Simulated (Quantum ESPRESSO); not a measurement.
K$_{3}$CoF$_{6}$ has the cubic space group Fm-3m (No. 225), Pearson symbol cF40. Lattice parameters: a = b = c = 8.553 Å, α = β = γ = 90.00°. F on 24e has 1 Co at 1.839 Å and 1 K at 2.438 Å and 4 K at 3.039 Å (octahedral). K1 on 8c is coordinated by 12 F at 3.039 Å. K2 on 4b is surrounded by 6 F at 2.438 Å (octahedral). Co on 4a is coordinated by 6 F at 1.839 Å (octahedral). (Neighbours: up to the widest gap in distance over summed covalent radii, below 1.35, at either atom; cation-cation contacts left out.)
(The calculation used a cell of 10 atoms; values per cell refer to that cell.)

The geometry is that of Materials Project entry mp-1111145, symmetrised and not relaxed again.

Question: What does LDA (pw.x of Quantum ESPRESSO, ONCV potentials, no spin-orbit coupling) give for the electronic structure near the Fermi level?

Answer: The LDA gap is direct, 1.18 eV at X. Another valence extremum on the path lies within 0.02 eV, too close to call. The 3d shell has no Hubbard U; the runs are without spin polarisation, and magnetic order was not tried.

The structure is a Materials Project entry; no match was found in the copy of COD used, and its stability was not checked.
